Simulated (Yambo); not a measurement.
**Mg2P2O7: sweep of GW parameters**

G0W0@PBEsol for Mg$_{2}$P$_{2}$O$_{7}$ (space group C2/m, No. 12) in Yambo. Reference settings: 2×2×4 Γ-centred k mesh, bands 3 to 230 and a 8 Ry block in the screening, 230 bands in G with the Bruneval-Gonze terminator, plasmon pole fitted at 27.2 eV. The PBEsol gap (0, 0, -0.5) → Γ on this mesh is 5.57 eV; G0W0 gaps are taken between the same points.

| change from the reference | G0W0 gap (0, 0, -0.5) → Γ (eV) | shift of the valence edge (eV) | rough Yambo cost |
|---|---|---|---|
| reference settings | 8.27 | -1.56 | 1 |
| 152 bands in G | 8.27 | -1.56 | – |
| 2 Ry block | 8.53 | -1.87 | about 1/2 |
| pole fitted at 55 eV | 8.31 | -1.64 | – |
| 2×2×2 mesh | 8.26 | -1.53 | about 1/3 |
| 152 bands in G, no terminator | 8.12 | -1.19 | – |
| no terminator | 8.20 | -1.36 | – |

The reference isn't shown to be the converged limit. Costs are rough (shared machines), scaled to the same edge states, and given only for runs that recompute the screening.

Geometry of the Materials Project entry, not relaxed at this level; primitive cell a = 5.2437 Å, b = 5.2437 Å, c = 4.4980 Å, α = 98.26°, β = 98.26°, γ = 104.23°.

A shift is the quasiparticle energy of the state minus its PBEsol energy.
